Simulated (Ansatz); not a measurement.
**Sn$_{4}$As$_{3}$ in Ansatz, relaxation**

Run with:

```bash
ansatz run input.yaml --threads 2 --pin off --max-ram 3584MiB --backend cpu --events-out ev --progress --plain --runs-dir out
```

Input:

```yaml
crystal:
  lattice:
    - [12.09406595, 0.0, 0.0]
    - [11.41996269, 3.98132102, 0.0]
    - [11.41996269, 1.93359689, 3.48025289]
  atoms:
    - { symbol: As, position: [0.0, 0.0, 0.0] }
    - { symbol: Sn, position: [0.1429, 0.1429, 0.1429] }
    - { symbol: Sn, position: [0.8571, 0.8571, 0.8571] }
    - { symbol: Sn, position: [0.2857, 0.2857, 0.2857] }
    - { symbol: Sn, position: [0.7143, 0.7143, 0.7143] }
    - { symbol: As, position: [0.4286, 0.4286, 0.4286] }
    - { symbol: As, position: [0.5714, 0.5714, 0.5714] }
  symmetry: { tolerance: 0.0003 }
kpoints:
  mp_grid: { grid: [6, 6, 6], shift: [0, 0, 0] }
magnetization:
  spin_polarized: false
scf:
  occupations: { method: methfessel_paxton, width: 0.1776 }
  lower_state_search: "off"
hamiltonian:
  pseudopotentials: { kind: paw }
  xc: r2scan
basis:
  ecutwfc: 500
  fft_grid_basis: typed
relax:
  max_steps: 80
  f_tol: 0.03
output:
  forces: true
  stress: true
  eigenvalues: true
  bader: true
  populations: true
  elf: true
  write_potential: true
  volumetric_format: npy
  dos:
    e_range: [-12, 8]
    de: 0.05
    projected: { site_lists: { As: [As], Sn: [Sn] } }
checkpoint:
  read: saved_state
```

Origin of the cell: a database entry, scaled a little.

The saved state is a converged single point of the same cell.

Steps:

```json
{"step": "1", "ΔF (meV/atom)": "0.0", "max force component (eV/Å)": "1.622", "SCF iterations": "8", "step was": "accepted"}
{"step": "2", "ΔF (meV/atom)": "-56.2", "max force component (eV/Å)": "0.483", "SCF iterations": "7", "step was": "accepted"}
{"step": "3", "ΔF (meV/atom)": "-42.5", "max force component (eV/Å)": "1.031", "SCF iterations": "7", "step was": "rejected"}
{"step": "4", "ΔF (meV/atom)": "-62.8", "max force component (eV/Å)": "0.063", "SCF iterations": "10", "step was": "accepted"}
{"step": "5", "ΔF (meV/atom)": "-62.9", "max force component (eV/Å)": "0.014", "SCF iterations": "7", "step was": "accepted"}
```

Step 1, with forces in eV/Å:

```xyz
7
Lattice="12.094 0.000 0.000 11.420 3.981 0.000 11.420 1.934 3.480" Properties=species:S:1:pos:R:3:forces:R:3 pbc="T T T" step=1
As    0.000    0.000    0.000    0.000    0.000    0.000
Sn    4.992    0.845    0.497   -1.622   -0.275   -0.162
Sn   29.942    5.070    2.983    1.622    0.275    0.162
Sn    9.981    1.690    0.994    0.266    0.045    0.026
Sn   24.953    4.225    2.486   -0.266   -0.045   -0.026
As   14.973    2.535    1.492    0.411    0.070    0.041
As   19.961    3.380    1.989   -0.411   -0.070   -0.041
```

Step 2, with forces in eV/Å:

```xyz
7
Lattice="12.094 0.000 0.000 11.420 3.981 0.000 11.420 1.934 3.480" Properties=species:S:1:pos:R:3:forces:R:3 pbc="T T T" step=2
As    0.000    0.000    0.000    0.000    0.000    0.000
Sn    4.801    0.813    0.478   -0.202   -0.034   -0.020
Sn   30.133    5.102    3.002    0.202    0.034    0.020
Sn   10.017    1.696    0.998    0.483    0.082    0.048
Sn   24.917    4.219    2.482   -0.483   -0.082   -0.048
As   14.982    2.537    1.493    0.275    0.047    0.027
As   19.952    3.378    1.988   -0.275   -0.047   -0.027
```

Step 4, with forces in eV/Å:

```xyz
7
Lattice="12.094 0.000 0.000 11.420 3.981 0.000 11.420 1.934 3.480" Properties=species:S:1:pos:R:3:forces:R:3 pbc="T T T" step=4
As    0.000    0.000    0.000    0.000    0.000    0.000
Sn    4.767    0.807    0.475   -0.001    0.000    0.000
Sn   30.167    5.108    3.005    0.001    0.000    0.000
Sn   10.073    1.706    1.004    0.063    0.011    0.006
Sn   24.861    4.209    2.477   -0.063   -0.011   -0.006
As   15.006    2.541    1.495    0.009    0.002    0.001
As   19.928    3.374    1.985   -0.009   -0.002   -0.001
```

Step 5, with forces in eV/Å:

```xyz
7
Lattice="12.094 0.000 0.000 11.420 3.981 0.000 11.420 1.934 3.480" Properties=species:S:1:pos:R:3:forces:R:3 pbc="T T T" step=5
As    0.000    0.000    0.000    0.000    0.000    0.000
Sn    4.765    0.807    0.475   -0.012   -0.002   -0.001
Sn   30.169    5.108    3.006    0.012    0.002    0.001
Sn   10.083    1.707    1.004   -0.014   -0.002   -0.001
Sn   24.851    4.208    2.476    0.014    0.002    0.001
As   15.004    2.540    1.495    0.010    0.002    0.001
As   19.930    3.375    1.986   -0.010   -0.002   -0.001
```

| Item | Value |
| --- | --- |
| Free energy lowered by | 62.9 meV/atom |
| Final pressure | 3.36 GPa |
| Relaxation steps listed | 5 |

Caveats: no moments, though an odd count or open d shells may carry them; the SCF threshold is looser than advised for a stress; the k mesh is coarse if the cell is a metal; the relaxation held the start's symmetry, so the end may be a saddle point; wide smearing.

Time: 6 min on 2 threads of Arm Neoverse V1, with other jobs on the host, peak memory 3 GiB, from a saved density.
